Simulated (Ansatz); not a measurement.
LaOF:
```
CELL_PARAMETERS angstrom
      4.07100     0.00000     0.00000
      0.00000     4.07100     0.00000
      0.00000     0.00000     5.82703
ATOMIC_POSITIONS crystal
  La 0.50000 0.00000 0.71391
  La 0.00000 0.50000 0.28609
  O  0.00000 0.00000 0.50000
  O  0.50000 0.50000 0.50000
  F  0.50000 0.50000 0.00000
  F  0.00000 0.00000 0.00000
```

Relaxed with HSE06. Special points in fractions of this cell's reciprocal vectors: Γ (0.000, 0.000, 0.000); X (0.000, 0.500, 0.000); M (0.500, 0.500, 0.000); Z (0.000, 0.000, 0.500); R (0.000, 0.500, 0.500); A (0.500, 0.500, 0.500).

Q: List the band energies nearest the valence-band maximum at these points for the program Ansatz at the HSE06 level (PAW).

A: In eV from the valence-band maximum; about four levels below and three above (degenerate sets whole), none deeper than 8.9 eV; points with the same levels are listed once.

```
k                          below                above
-  -----------------------------  -------------------
Γ  -1.56 -1.56 -1.34 -0.37 -0.37       6.58 6.85 7.41
X        -1.37 -1.37 -0.49 -0.49  6.84 6.84 8.00 8.00
M        -0.60 -0.60 -0.34 -0.34  6.41 6.41 7.90 7.90
Z        -1.63 -1.63 -0.24 -0.24       6.87 7.51 7.80
R        -1.21 -1.21 -0.64 -0.64  7.47 7.47 8.05 8.05
A        -0.61 -0.61 -0.37 -0.37  6.50 6.50 8.18 8.18
```

Space group P4/nmm. The workflow started from a Materials Project entry (that database holds measured and hypothetical structures alike); the Crystallography Open Database copy checked does not list it. COD files the formula under space group No. 166, so this cell is another polymorph or a model. Its standing as an ambient phase is unchecked. The cell was relaxed with HSE06 under the symmetry of its start; whether a distortion lowers the energy is not shown. The hybrid was solved on a coarse mesh, the path and, where they were found, the r²SCAN edge points; its band edges are the extreme levels among these. Scalar-relativistic: spin–orbit coupling is off unless named, which matters more the heavier the elements.

Potentials: the later of the program's two PAW sets.
